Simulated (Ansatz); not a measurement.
### Question
Each is relaxed and computed with the program Ansatz at the r²SCAN level (PAW). Which is the only metal?
(A) Cs2PdBr6, Fm-3m (Cs on 8c, Pd on 4a, Br on 24e)
(B) La3Ge4Pd4, Immm (Pearson symbol oI22)
(C) GePdS3, C2/m (Pearson symbol mS20)
(D) KLaGeS4, P2_1 (Pearson symbol mP14)

### Answer
B, La3Ge4Pd4, Immm (Pearson symbol oI22). La3Ge4Pd4: metal; KLaGeS4: gap 2.84 eV (indirect); GePdS3: gap 1.49 eV (indirect); Cs2PdBr6: gap 0.89 eV. Standing as an ambient phase not checked: La3Ge4Pd4, Immm (Pearson symbol oI22); KLaGeS4, P2_1 (Pearson symbol mP14); GePdS3, C2/m (Pearson symbol mS20); Cs2PdBr6, Fm-3m (Cs on 8c, Pd on 4a, Br on 24e). Weakly bound layers, chains or molecules computed without a dispersion correction, so cells and soft constants are ill determined: GePdS3, C2/m (Pearson symbol mS20). All cells were relaxed under the symmetry of their starts (and spin orders); stability against distortions was not tested throughout. Rows with no word on spin ran without spin polarisation. Spin–orbit coupling is left out wherever it is not named.

Potentials: the later of the program's two PAW sets.
